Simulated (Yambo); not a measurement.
SiC (6H, space group P6_3mc, No. 186); a = b = 3.0766 Å, c = 15.0981 Å, α = β = 90.00°, γ = 120.00°. With the G0W0 scissor the direct gap on the mesh is 3.97 eV. Axes are Cartesian, with cell vectors (Å) (3.08, 0.00, 0.00), (-1.54, 2.66, 0.00), (0.00, 0.00, 15.10).

Question: Can the lowest exciton of this BSE run be trusted, and with what binding energy? (Yambo, PBEsol bands; 12×12×2 mesh, 11 valence and 4 conduction bands, static screening with 70 bands and a 3 Ry block, scissor 0.94 eV, Tamm-Dancoff.)

Answer: No. The lowest state covers only about 4 of the 288 k points, so the mesh doesn't resolve it: its energy and its distance from the direct gap are mesh artefacts. An extended exciton needs a far denser mesh. The scissor comes from a G0W0 run whose convergence isn't established. 

Geometry of the Materials Project entry, not relaxed at this level.
